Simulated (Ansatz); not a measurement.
**HfIr3 at 10 GPa (stress–strain coefficients): relaxed-ion elastic tensor**

These are results of DFT LDA, scalar-relativistic, plane waves, PAW (Ansatz), not measurements. Settings: 420 eV plane-wave cutoff, Γ-centred 12×12×12 mesh, Fermi-Dirac smearing of 0.15 eV. No spin polarisation.

The cell, relaxed at 10 GPa:
```yaml
crystal:
  lattice:
    - [3.86317, 0.00000, 0.00000]
    - [0.00000, 3.86317, 0.00000]
    - [0.00000, 0.00000, 3.86317]
  atoms:
    - { symbol: Hf, position: [0.00000, 0.00000, 0.00000] }
    - { symbol: Ir, position: [0.00000, 0.50000, 0.50000] }
    - { symbol: Ir, position: [0.50000, 0.00000, 0.50000] }
    - { symbol: Ir, position: [0.50000, 0.50000, 0.00000] }
```

In a metal, frequencies and elastic constants depend on the k mesh and the smearing, soft modes and shear constants most. Spin–orbit coupling is left out, which can shift energies with elements as heavy as these. Other phases may be more stable at this pressure.

Task: Give the relaxed-ion elastic constants (GPa, Voigt order xx yy zz yz xz xy, on the axes of the cell above).

Result:
C11 = 535.3, C12 = 283.1, C13 = 283.1, C22 = 535.3, C23 = 283.1, C33 = 535.3, C44 = 260.3, C55 = 260.3, C66 = 260.3 GPa; the others vanish.

Task: Is the crystal stable against homogeneous strain?

Result: Yes: the least eigenvalue of the tensor is 252.2 GPa.

Task: And the moduli of a polycrystal (Hill averages)?

Result: B = 367 GPa, G = 195 GPa, E = 496 GPa, ν = 0.27.